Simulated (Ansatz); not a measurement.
An Ansatz (a first-principles code) run. Input:

Ansatz 0.2 input:
```yaml
crystal:
  lattice:
    - [0.0, 2.0262673862, 2.0262673862]
    - [2.0262673862, 0.0, 2.0262673862]
    - [2.0262673862, 2.0262673862, 0.0]
  atoms:
    - { symbol: B, position: [0.0, 0.0, 0.0] }
    - { symbol: B, position: [0.25, 0.25, 0.25] }
kpoints:
  mp_grid: { grid: [17, 17, 17] }
hamiltonian:
  xc: r2scan
  pseudopotentials: { azcp: { folder: ./paw }, kind: paw }
scf:
  occupations: { method: gaussian, width: 0.05 }
checkpoint: { read: metal.run }
output: { bader: true, populations: true }
```

Output (shortened):

```
Pseudopotential: B, paw, valence charge 3
Functional definition: r2SCAN
Crystal: 2 atoms, lattice volume = 16.639 Å³
Basis set: ecut = 500 eV, 411 PW (Γ), exchange–correlation on 96×96×96 points (64 copies of the dense FFT grid, shifted against one another)
Bands: 11, of which v1, the nominal top of the filled ones, is band 3 counted from 1 (2 counted from 0)
Symmetry: 48 space group operations
Space group: Fd-3m (ITA 227), of the structure as read, at distance tolerance 2.6e-5 Å
k-points: 165 of 4913
Stability of the state it starts from, as read at its close in the unpolarized treatment …
iter 1 solved again at ethr=1.27e-8 eV; its pass at ethr=3.10e-3 eV (dr2=7.62e-7 eV) is discarded
SCF iter   1: F=—  HF=-311.115899 eV  |F-HF|=—  |Δ(HF+E_count)|=         —  Δρ=6.16e-8  dr2=3.75e-13  dr2_τ=2.55e-14  ethr=1.27e-8  ⟨swp⟩=3.1  Hψ=15195  notcnv=0
preconditioner: auto → none
SCF iter   2: F=-311.115899 eV  HF=-311.115899 eV  |F-HF|=0.00e0  |Δ(HF+E_count)|=  4.74e-10  Δρ=3.46e-8  dr2=6.81e-14  dr2_τ=2.18e-14  ethr=1.00e-12  ⟨swp⟩=3.4  Hψ=4997  notcnv=0
SCF 1 converged in 2 iterations: F = -311.115899 eV  dr2 = 6.81e-14
SCF converged after 2 iterations
Free energy (F): -311.115899 eV
Harris-Foulkes:  -311.115899 eV  (|F-HF|=0.00e0)
Internal energy: -311.115007 eV  (E = F + TS)
E sigma→0 (E₀):  -311.115453 eV
Entropy (-TS):   -0.000891 eV (-0.446 meV/atom)
Fermi energy:    6.471437 eV
--- Per-component energies (eV) ---
  E_band       = 8.710539
  E_kinetic    = 91.348815
  E_local      = -36.181928  (includes V_loc(G=0)·N_el)
  E_nonlocal   = 18.568333
  E_hartree    = 8.121112
  E_xc         = -61.410517
  E_vxc        = -79.795255  (∫ρ·V_xc dr)
  E_paw        = -159.258462  (= ΣΔE_a)
  E_vpaw       = -5.336073  (= ΣTr[D̂ρ^β])
  E_aug_tail   = 0.000001  (compensation charges beyond the density's cutoff)
  E_vtau       = 3.864422  (kinetic-family band-sum trace: ∫τ·v_τ [+ j·A + Jᵃ·Aᵃ] dr)
  E_ewald      = -172.265478
  E_core_change = -0.036884  (= ΣΔE_core)
  E_smearing   = -0.000891  (= −TS)
  E_closure    = 0.000000  (closes the sum)
  Σ components = -311.115899   (vs F -311.115899, Δ=0.00e0)
  [band-id]    e_kinetic+e_local+e_nonlocal+2·e_hartree+e_vxc+e_vpaw+e_augmentation_tail+e_vtau = 8.710540   (vs E_band 8.710539, Δ=8.17e-7)
--- Band table (eV; the first three rows and the last of 165) ---
  k-point 0: bands = ["-7.2711", "10.8062", "10.8062", "10.8062", "15.0972", "15.0972", "15.0972", "23.9315", "26.5880", "30.2717", "30.2717"]
  k-point 1: bands = ["-7.1916", "10.1909", "10.6417", "10.6417", "15.3121", "15.3121", "15.5248", "23.9303", "26.7367", "29.2149", "29.2149"]
  k-point 2: bands = ["-6.9537", "8.8133", "10.2436", "10.2436", "15.8372", "15.8372", "16.3566", "23.9228", "27.1139", "28.0468", "28.0468"]
  k-point 164: bands = ["0.3685", "1.2726", "2.9471", "3.6176", "18.6102", "18.9926", "21.4908", "22.1845", "28.3449", "29.7940", "34.3498"]
--- Löwdin populations: 2 sites ---
  site symbol       q [e]
     0      B      2.9842
     1      B      2.9842
  spilling = 0.005252 (of n_electrons = 6.000000)
--- Bader charges: 2 sites ---
  site symbol  charge [e]  shift [e]
     0      B      0.0000     0.0000
     1      B      0.0000     0.0000
  shift: an alarm, by how much a part of what the PAW files miss would move the charge. Where it is large, compare
  with a run on PAW files of another source; a small one proves nothing
  estimated error of the sums over rays = 9.8e-5 e
```

Cost: roughly 30 core-seconds on shared cores.

The start of the workflow was typed in or built on a structure type; neither database checked (COD, Materials Project) lists it. It is not the phase usual at ambient conditions (space group No. 166). Symmetry was held in the r²SCAN relaxation. At this level the phase is mechanically unstable.

Potentials: the earlier of the program's two PAW sets.

Ansatz is a plane-wave DFT program.
